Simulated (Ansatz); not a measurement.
## C (P6_3/mmc), zone-centre modes

Theory: DFT r2SCAN, scalar-relativistic, plane waves, PAW (Ansatz 0.2.0). The runs took a 500 eV cutoff, a Γ-centred 12×12×4 mesh and Gaussian smearing (0.05 eV). No spin polarisation.

The undisturbed cell (relaxed at this level):

```yaml
crystal:
  lattice:
    - [2.50984, 0.00000, 0.00000]
    - [-1.25492, 2.17358, 0.00000]
    - [0.00000, 0.00000, 8.28032]
  atoms:
    - { symbol: C, position: [0.00000, 0.00000, 0.09293] }
    - { symbol: C, position: [0.00000, 0.00000, 0.59293] }
    - { symbol: C, position: [0.00000, 0.00000, 0.40707] }
    - { symbol: C, position: [0.00000, 0.00000, 0.90707] }
    - { symbol: C, position: [0.33333, 0.66667, 0.15550] }
    - { symbol: C, position: [0.66667, 0.33333, 0.65550] }
    - { symbol: C, position: [0.33333, 0.66667, 0.34450] }
    - { symbol: C, position: [0.66667, 0.33333, 0.84450] }
```

Harmonic modes by finite displacements of 0.02 Å, without the LO–TO term.

Q: At this geometry, is the structure stable against these modes?

A: Yes: no mode is imaginary beyond 10 cm⁻¹, and only the three translations lie near zero.

Q: List the wavenumbers in cm⁻¹.

A: 0, 0, 0, 400, 400, 419, 419, 550, 550, 705, 714, 1057, 1218, 1218, 1259, 1259, 1272, 1272, 1279, 1311, 1313, 1326, 1326, 1337.